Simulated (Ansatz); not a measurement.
**Calculated 33S nuclear quadrupole resonance for WS2 at a changed volume**

Cell: a COD entry, relaxed with PBE at fixed cell and then changed (volume scaled by 0.98, ions relaxed).

Space group P6_3/mmc (No. 194); a = 3.1320, c = 12.2403 Å, γ = 120.00°.

| site | Wyckoff | site symmetry | x | y | z |
| --- | --- | --- | --- | --- | --- |
| W | 2c | -6m2 | 0.3333 | 0.6667 | 0.2500 |
| S | 4f | 3m. | 0.3333 | 0.6667 | 0.6207 |

One atom of each set is listed.

Method: Kohn–Sham DFT in Ansatz, PBE, plane waves and PAW, scalar-relativistic, collinear spin, 420 eV cutoff, Γ-centred 16×16×4 k-points, Fermi–Dirac smearing 0.02 eV. Start moments as typed (μB): 2 on each W, none on the rest.

33S: I = 3/2, Q = -69.40 mb (year-2017 value). Static lattice, zero field.

Task: Predict the zero-field 33S lines of each site.

Result: For I = 3/2 there is one line, ν = (|C_Q|/2)(1 + η²/3)^½.

```tsv
site	atoms	V_zz (10²¹ V/m²)	C_Q (MHz)	η	line frequencies (MHz)
S	4	-4.07	6.83	0.00	3.41
```

An axis of threefold or higher order runs through S, so V_zz lies along it and η is zero.

Without spin–orbit coupling the gradients at and beside W can be off by some per cent, at some sites by more. At this changed cell the PBE pressure is 6 GPa. The start moments die out, and the run ends without spin.

The relaxation (4 steps) took 78 s of wall time (78 s of CPU time) and 0.86 GiB at its peak, on 1 thread of Intel Xeon Platinum 8488C (Sapphire Rapids) (x86_64; 16 cores open to the job, memory cap 3.0 GiB, no GPU), a shared host with a load of 0.2 a core.
